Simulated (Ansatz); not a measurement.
**Magnetic orders of CoBi**

Computed with Ansatz 0.2.0, DFT r2SCAN, scalar-relativistic, plane waves, PAW.

```xyz
2
Lattice="0.0000 2.9363 2.9363 2.9363 0.0000 2.9363 2.9363 2.9363 0.0000" Properties=species:S:1:pos:R:3 pbc="T T T"
Co    0.0000    0.0000    0.0000
Bi    1.4681    1.4681    1.4681
```

* plane-wave cutoff: 500 eV
* Γ-centred k-mesh: 12×12×12
* occupation rule: Gaussian smearing, 0.1 eV
* list of starting moments (μB, in atom order): 3.5 0
* check for lower electronic states after the SCF: off

All runs keep this geometry, which isn't relaxed for the lowest state (largest force there 0.000 eV/Å, pressure 3.2 GPa) and needn't be a stable compound; relaxing each order can shift differences of a few meV. r2SCAN tends to overstate moments in metals, so a weak moment here may be absent in the real material. Site moments are spin moments in atom-centred spheres that scale with the neighbour distance. The states are those that the runs reached from these starts; a lower one can exist. No antiferromagnetic start is among these.

Question: Order the starts by the energy of the state that they reach, lowest first.
A. no spin
B. large parallel starting moments

Answer: B (0.00 meV/atom), A (88.8 meV/atom).

```csv
start,ends,energy above lowest (meV/atom),site moments (μB),gap on mesh (eV),P (GPa)
no spin,non-magnetic,88.8,none over 0.05,metal,-2.1
large parallel starting moments,ferromagnetic,0.00,"Co +1.59, Bi -0.09",metal,3.2
```

Cost: 2 runs of about 2.1 core-minutes in all, on Arm Neoverse V1 (shared hosts).